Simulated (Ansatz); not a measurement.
The relaxed structure here is a generated cell of ZrSe2: the first start was made by placing the elements on the sites of a structure type, and the end was not matched to a known phase here, so it may be hypothetical. Known forms of ZrSe2 include space group No. 164.

The end point of a relaxation of ZrSe₂. Space group Pnnm (No. 58), AFLOW prototype AB2_oP6_58_a_g (as in Fe2C). Method: PBE (plane waves to 420 eV, PAW, scalar-relativistic; Ansatz, a program for electronic structure).

```xyz
6
Lattice="6.0675 0.0000 0.0000 0.0000 6.7312 0.0000 0.0000 0.0000 3.8193" Properties=species:S:1:pos:R:3 pbc="T T T"
Zr     0.0000     0.0000     0.0000
Zr     3.0338     3.3656     1.9097
Se     1.5198     2.2970     0.0000
Se     4.5536     1.0687     1.9097
Se     1.5140     5.6626     1.9097
Se     4.5478     4.4343     0.0000
```

```yaml
volume_per_atom: 26.00 Å³
density: 5.30 g/cm³
band_gap: 0.02 eV, direct at Γ (no spin-orbit coupling)
shortest_distances: Se–Zr 2.66 Å
k-mesh: 6×5×9
```

Band energies at high-symmetry points (eV from the VBM; labels of this space group; no spin-orbit coupling), from −5 eV up to 2.8 eV:

| point | energies |
|---|---|
| Γ | -4.14 -4.09 -3.04 -2.76 -2.71 -2.35 -1.48 -1.00 -0.25 -0.22 0.00 0.02 0.54 1.10 1.22 1.27 2.26 |
| X | -4.53 -4.53 -2.82 -2.82 -2.76 -2.76 -2.76 -2.76 -1.05 -1.05 -0.59 -0.59 0.66 0.66 1.74 1.74 2.24 2.24 |
| S | -4.71 -4.71 -2.82 -2.82 -2.69 -2.69 -1.97 -1.97 -1.30 -1.30 -0.79 -0.79 0.17 0.17 1.21 1.21 2.66 2.66 |
| Y | -4.31 -4.31 -3.21 -3.21 -2.77 -2.77 -2.70 -2.70 -1.16 -1.16 -0.72 -0.72 0.71 0.71 1.78 1.78 2.26 2.26 |
| Z | -4.01 -4.01 -3.48 -3.48 -3.36 -3.36 -2.70 -2.70 -2.22 -2.22 -1.44 -1.44 1.40 1.40 2.27 2.27 2.35 2.35 |
| U | -4.34 -4.34 -3.57 -3.57 -3.40 -3.40 -2.36 -2.36 -2.35 -2.35 -0.45 -0.45 0.64 0.64 1.80 1.80 2.32 2.32 |
| R | -4.42 -4.42 -3.99 -3.99 -2.99 -2.99 -2.79 -2.79 -1.06 -1.06 -1.06 -1.06 1.30 1.30 1.44 1.44 2.31 2.31 |
| T | -4.59 -4.59 -3.46 -3.46 -2.95 -2.95 -2.46 -2.46 -1.73 -1.73 -1.47 -1.47 0.31 0.31 2.20 2.20 2.50 2.50 |

No spin polarisation in the result.

The run could not lose the symmetry of its start: the end is stationary, and may be a saddle point rather than a minimum.
